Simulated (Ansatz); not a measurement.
**Stress against strain in Li**

```
CELL_PARAMETERS angstrom
-1.75000 1.75000 1.75000
1.75000 -1.75000 1.75000
1.75000 1.75000 -1.75000
ATOMIC_POSITIONS crystal
Li 0.00000 0.00000 0.00000
```

The structure is an experimental refinement, used without relaxation.

Level of theory: DFT, LDA, all-electron LAPW, scalar-relativistic (Ansatz 0.2.0).

Settings: a Γ-centred 13×13×13 k mesh, Fermi–Dirac smearing of 0.05 eV, basis error target 0.25 meV/atom, no spin polarisation.

The strain is applied along the Cartesian axes of the cell as listed (the other components stay zero). Fractional coordinates are held (clamped ions).

σ is the change of stress from the unstrained cell, which is at -1.49 GPa; tension is positive, so slopes are stress–strain coefficients at that pressure. In a metal the k mesh adds noise.

Only quantities that a quadratic follows smoothly over the whole series are listed; rougher ones are left out.

```
    εzz  σzz (GPa)  σxx (GPa)
-0.0200      -0.26      -0.18
-0.0100      -0.13      -0.09
 0.0000       0.00       0.00
 0.0200       0.21       0.17
```

Fit the series and read off the stiffness at zero strain.

Least-squares fits y = p0 + p1 x + p2 x² to the rows give σzz (GPa): p1 = 11.8, p2 = -57; σxx (GPa): p1 = 8.76, p2 = -11. So C11 = 12 GPa and C12 = 9 GPa, which gives B = (C11 + 2 C12)/3 = 10 GPa.

One run, at εzz = 0.0100, is withheld. Predict its row.

The fits give 0.11, 0.09; the run gave 0.11, 0.09.
